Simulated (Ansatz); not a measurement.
Cu12Sb4S13 in space group I-43m (No. 217; Pearson symbol cI58), the program Ansatz at the PBE level (PAW), all energies at zero smearing, with the estimated change up to a 700 eV cutoff added, with one set of potentials and settings (totals compare only within such a set). Cell of 29 atoms (12 Cu, 4 Sb, 13 S): -117173.557 eV.

| element | reference phase | E (eV/atom) |
|---|---|---|
| Cu | Fm-3m, 1 atoms in the cell | -6625.1757 |
| Sb | R-3m, 2 atoms in the cell | -6484.4916 |
| S | Fddd, 32 atoms in the cell | -902.0599 |

Formation energy per atom, worked out: (-117173.557 − 12×(-6625.1757) − 4×(-6484.4916) − 13×(-902.0599))/29 = -0.231 eV/atom (-22 kJ per mol of atoms), at 0 K, without zero-point energy or fitted corrections.

The workflow started from a Materials Project entry (that database holds measured and hypothetical structures alike); the Crystallography Open Database files this formula in space group No. 217, but the cells were not matched. Whether it is the stable phase at ambient conditions was not checked. The PBE relaxation kept the symmetry of its start; whether a distortion lowers the energy is not shown. The run is not spin-polarised. The references are the lowest solids computed at this level, not always the standard phases. Spin–orbit coupling is left out wherever it is not named.

Potentials: the later of the program's two PAW sets.
